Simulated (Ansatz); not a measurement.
Structure: PbS (I4/mmm) from a database structure, at its r2SCAN+rVV10 minimum. The symmetry is I4/mmm (No. 139, tetragonal); conventional cell a = 4.198 Å, c = 5.955 Å, 26.24 Å³ an atom. Pb has 6 S at 2.97–2.98 Å; S has 6 Pb at 2.97–2.98 Å. The runs used a cell of 8 atoms, 4 times the primitive one, so meshes, points and the kind of gap refer to a folded zone.

```yaml
crystal:
  lattice:
    - [8.39691, 0.00000, 0.00000]
    - [0.00000, 4.19854, 0.00000]
    - [0.00000, 0.00000, 5.95490]
  atoms:
    - { symbol: Pb, position: [0.12484, 0.75000, 0.75016] }
    - { symbol: Pb, position: [0.62484, 0.75000, 0.74984] }
    - { symbol: Pb, position: [0.87516, 0.25000, 0.24984] }
    - { symbol: Pb, position: [0.37516, 0.25000, 0.25016] }
    - { symbol: S, position: [0.87533, 0.25000, 0.75022] }
    - { symbol: S, position: [0.37533, 0.25000, 0.74978] }
    - { symbol: S, position: [0.12467, 0.75000, 0.24978] }
    - { symbol: S, position: [0.62467, 0.75000, 0.25022] }
```

3 runs of the plane-wave code Ansatz on this cell differ in the functional (and in the settings that go with it). Levels are in eV from each run's valence top; v1 is the last filled band, c1 the first empty one.

Run A, mean stress +0.9 GPa (compression positive):
```tsv
point	v2	v1	c1	c2
X	-1.39	-1.39	3.90	3.90
S	-2.54	-2.54	4.73	4.73
Γ	-0.88	-0.88	2.55	2.55
U	-1.22	-1.22	2.72	2.72
R	-1.19	-1.19	2.69	2.69
Z	0.00	0.00	1.43	1.43
```

Run B, mean stress +0.9 GPa (compression positive):
```tsv
point	v2	v1	c1	c2
X	-1.37	-1.37	3.27	3.27
S	-2.49	-2.49	4.07	4.07
Γ	-0.86	-0.86	1.93	1.93
U	-1.20	-1.20	2.10	2.10
R	-1.16	-1.16	2.06	2.06
Z	0.00	0.00	0.82	0.82
```

Run C, mean stress +1.0 GPa (compression positive):
```tsv
point	v2	v1	c1	c2
X	-1.27	-1.27	2.96	2.96
S	-2.31	-2.31	3.72	3.72
Γ	-0.81	-0.80	1.69	1.69
U	-1.12	-1.12	1.85	1.85
R	-1.07	-1.07	1.80	1.80
Z	0.00	0.00	0.63	0.63
```

Q: Match the runs to r2SCAN, HSE06, PBE0.

A: A is PBE0, B is HSE06, C is r2SCAN. In order of the gap: r2SCAN 0.63, HSE06 0.82, PBE0 1.43 eV.

The values are computed, spin-unpolarised, and not measurements.

Spin-orbit coupling is left out; in compounds of Pb, Bi, Tl or Hg it can lower a gap by up to about 1 eV, split its edges or invert the bands.

The program warns that its thresholds are loose for a hybrid's stress.

The meshes of the hybrids are coarse, so their gaps aren't converged to the digits shown.
